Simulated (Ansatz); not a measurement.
The calculation used Ansatz 0.2.0, DFT PBE, scalar-relativistic, plane waves, PAW. Settings: cutoff 420 eV, Γ-centred meshes spaced at most about 0.3 Å⁻¹, and about 0.25 Å⁻¹ or finer for metals (2π included), Gaussian smearing. No spin polarisation in the final relaxations.

These are static total energies at zero pressure.

Compare these two cells of MgZn₂TeSe₂, each relaxed at this level.

A.

Space group I4/mmm (No. 139). a = 4.718 Å, b = 4.718 Å, c = 14.646 Å, α = 90.00°, β = 90.00°, γ = 90.00°
```json
{"atom": "Mg", "site": "2b", "symmetry": "4/mmm", "x": "0.5000", "y": "0.5000", "z": "0.0000"}
{"atom": "Zn", "site": "4e", "symmetry": "4mm", "x": "0.0000", "y": "0.0000", "z": "0.1860"}
{"atom": "Te", "site": "2a", "symmetry": "4/mmm", "x": "0.0000", "y": "0.0000", "z": "0.0000"}
{"atom": "Se", "site": "4d", "symmetry": "-4m2", "x": "0.0000", "y": "0.5000", "z": "0.2500"}
```

B.

Space group P4/mmm (No. 123). a = 5.593 Å, b = 5.593 Å, c = 5.360 Å, α = 90.00°, β = 90.00°, γ = 90.00°
```
atom  site  symmetry       x       y       z
  Mg    1b     4/mmm  0.0000  0.0000  0.5000
  Zn    2h       4mm  0.5000  0.5000  0.2593
  Te    1a     4/mmm  0.0000  0.0000  0.0000
  Se    2f      mmm.  0.0000  0.5000  0.0000
```

Question: Which would you expect to be lower, and how large is the difference?

Answer: A is lower, by 0.38 eV/atom. A has space group I4/mmm (No. 139), 27.2 Å³/atom and no gap on its mesh; B has space group P4/mmm (No. 123), 27.9 Å³/atom and no gap. The shortest distance is 2.54 Å (Zn–Se) in A and 2.58 Å (Zn–Zn) in B. In A, Mg is surrounded by 4 Te at 3.34 Å; around Zn lie 4 Se at 2.54 Å and 1 Te at 2.72 Å; around Te lie 2 Zn at 2.72 Å and 4 Mg at 3.34 Å; Se is surrounded by 4 Zn at 2.54 Å. In B, around Mg lie 2 Te at 2.68 Å; around Zn lie 1 Zn at 2.58 Å, 1 Zn at 2.78 Å and 4 Se at 3.12 Å; Te is surrounded by 2 Mg at 2.68 Å and 4 Se at 2.80 Å; Se is surrounded by 2 Te at 2.80 Å and 4 Zn at 3.12 Å. Both come from invented guesses. A third cell relaxed alike, in P-3m1, lies 0.32 eV/atom below the lower of the two.

These runs have no spin–orbit coupling, which can matter for Te. Cells relaxed within their symmetry can be saddle points.
